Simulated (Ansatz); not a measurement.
The elements of this relaxed trial crystal are hidden behind letters.

```
lattice vectors (Å)
   4.3829    0.0000    0.0000
   0.0000    4.3829    0.0000
   0.0000    0.0000    4.3829
fractional positions
X 0.0000 0.0000 0.0000
Z 0.0000 0.5000 0.5000
Z 0.5000 0.0000 0.5000
Z 0.5000 0.5000 0.0000
```

Theory: DFT PBE, scalar-relativistic, plane waves, PAW in Ansatz. Settings of the last relaxation (4-atom cell): 420 eV, 10×10×10 k points, Gaussian smearing of 0.10 eV, no spin polarisation.

* Space group: Pm-3m (No. 221)
* Conventional cell: a = 4.383 Å
* Volume per atom: 21.05 Å³
* Density: 5.15 g/cm³
* Formation energy: +0.08 eV/atom
* Gap on the 10×10×10 mesh of the 4-atom cell: 0 eV (a metal)

Energies are uncorrected and count from the elements' standard states at the same level.

Question: X is an s-block element of period 3 and Z is a p-block element of period 4. Which elements are they?

Answer: X = Mg, Z = Se, so the formula is MgSe3. Density times volume gives a mean mass of 5.15 × 21.05/1.6605 = 65.3 u per atom, and this set has 65.3 u. Among the elements that the hints allow, noble gases aside, only these give it. Mg has 12 Se at 3.10 Å; Se has 4 Mg at 3.10 Å and 8 Se at 3.10 Å.

Symmetry constrained the relaxation, so the result can be a saddle point.
